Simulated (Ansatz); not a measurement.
FeS2 (pyrite type, space group Pa-3)

```
CELL_PARAMETERS angstrom
      5.40354     0.00000     0.00000
      0.00000     5.40354     0.00000
      0.00000     0.00000     5.40354
ATOMIC_POSITIONS crystal
  Fe 0.00000 0.00000 0.00000
  Fe 0.50000 0.50000 0.00000
  Fe 0.00000 0.50000 0.50000
  Fe 0.50000 0.00000 0.50000
  S  0.38261 0.38261 0.38261
  S  0.88261 0.11739 0.61739
  S  0.61739 0.88261 0.11739
  S  0.11739 0.61739 0.88261
  S  0.61739 0.61739 0.61739
  S  0.11739 0.88261 0.38261
  S  0.38261 0.11739 0.88261
  S  0.88261 0.38261 0.11739
```

Equation-of-state scan: isotropic scaling of the cell above, V₀ being its volume. The atoms relax within the cell's symmetry.

The numbers are results of PBE (plane waves to 420 eV, PAW, scalar-relativistic; Ansatz, a first-principles code), not measurements. k mesh 5×5×5 (Γ-centred), Fermi-Dirac smearing 0.05 eV. Energies are smeared free energies. Compression counts positive. FeS2 is run without spin polarisation. FeS2 was relaxed with its symmetry unable to fall. The PAW data are Ansatz's earlier set. ΔE is measured from the relaxed starting cell.

| V (Å³/atom) | ΔE (meV/atom) |
|---|---|
| 11.044 | 229.9 |
| 11.570 | 118.4 |
| 12.096 | 48.3 |
| 12.622 | 11.1 |
| 13.148 | 0.0 |
| 13.674 | 9.6 |
| 14.200 | 35.5 |
| 14.726 | withheld |
| 15.251 | 123.5 |

Problem. Fit a third-order Birch-Murnaghan form (E₀, V₀, B₀, B₀′ free) to the given rows and predict ΔE at V = 14.726.

Solution. Least squares on the 8 given rows: ΔE = E₀ + (9V₀B₀/16)·y²·[2 + (B₀′ − 4)y], y = (V₀/V)^(2/3) − 1, with V₀ = 13.148 Å³/atom, B₀ = 156.4 GPa (160.2 GPa = 1 eV/Å³; the term in eV is multiplied by 1000), B₀′ = 4.76, E₀ = 0.04 meV/atom; root-mean-square residual 0.09 meV/atom. At 14.726 the fit gives 74.4 meV/atom; the calculation gives 74.4 meV/atom, the same to the digits shown. For the pressure the fit gives -13.5 GPa against the computed -13.5 GPa.

(A scan under strain: stresses follow from slopes of the energy per volume, elastic moduli from its curvatures.)
